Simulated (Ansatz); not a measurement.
Relaxed-ion elastic tensor of Ti2C in space group Fd-3m (No. 227; Ti on 32e, C on 16d) in GPa (Voigt order), the program Ansatz at the PBEsol level (PAW); density 4.58 g/cm³, 13.01 Å³ per atom.

|  | 1 | 2 | 3 | 4 | 5 | 6 |
|---|---|---|---|---|---|---|
| 1 | 210 | 117 | 117 | 0.0 | 0.0 | 0.0 |
| 2 | 117 | 210 | 117 | 0.0 | 0.0 | 0.0 |
| 3 | 117 | 117 | 210 | 0.0 | 0.0 | 0.0 |
| 4 | 0.0 | 0.0 | 0.0 | 119 | 0.0 | 0.0 |
| 5 | 0.0 | 0.0 | 0.0 | 0.0 | 119 | 0.0 |
| 6 | 0.0 | 0.0 | 0.0 | 0.0 | 0.0 | 119 |

Task: Is the crystal mechanically stable?

Result: Yes: the smallest eigenvalue of C is 93.9 GPa.

Task: Work out the Voigt, Reuss and Hill averages.

Result: K_V = 148, K_R = 148, K_H = 148; G_V = 90.4, G_R = 73.8, G_H = 82.1 GPa.

Task: Give Young's modulus, Poisson's ratio, Pugh's ratio and the universal anisotropy index.

Result: E = 9KG/(3K + G) = 208 GPa; ν = 0.27; K/G = 1.80 (near the Pugh limit of 1.75, no verdict); A_U = 5G_V/G_R + K_V/K_R − 6 = 1.12.

Task: Estimate the sound speeds and the Debye temperature.

Result: v_l = √((K + 4G/3)/ρ) = 7490 m/s, v_t = √(G/ρ) = 4230 m/s, mean 4710 m/s; Θ = (h/k)(3n/4πV)^(1/3) v_m = 596 K.

Task: Give the Zener ratio and Young's modulus along [100], [110] and [111].

Result: A = 2C44/(C11 − C12) = 2.54; 1/E = S11 − 2(S11 − S12 − S44/2)Γ with Γ = 0, 1/4, 1/3 gives 127, 216, 282 GPa.

Task: Solve the Christoffel equation for the three sound speeds along [100], [110], [111].

Result: Eigenvalues of C_ijkl n_j n_l equal ρv². In km/s, slowest first: [100] 5.10, 5.10, 6.78; [110] 3.20, 5.10, 7.86; [111] 3.94, 3.94, 8.19.

The first step of the workflow began from a Materials Project structure, measured or hypothetical; the Crystallography Open Database copy checked does not list it. Whether it is the stable phase at ambient conditions was not checked. The PBEsol relaxation kept the symmetry of its start; of distortions, only those at the zone centre were tested. The run is not spin-polarised. As this level gives no gap, shear constants depend on the k-mesh and smearing (Fermi–Dirac, 0.1 eV here).

Potentials: the later of the program's two PAW sets.
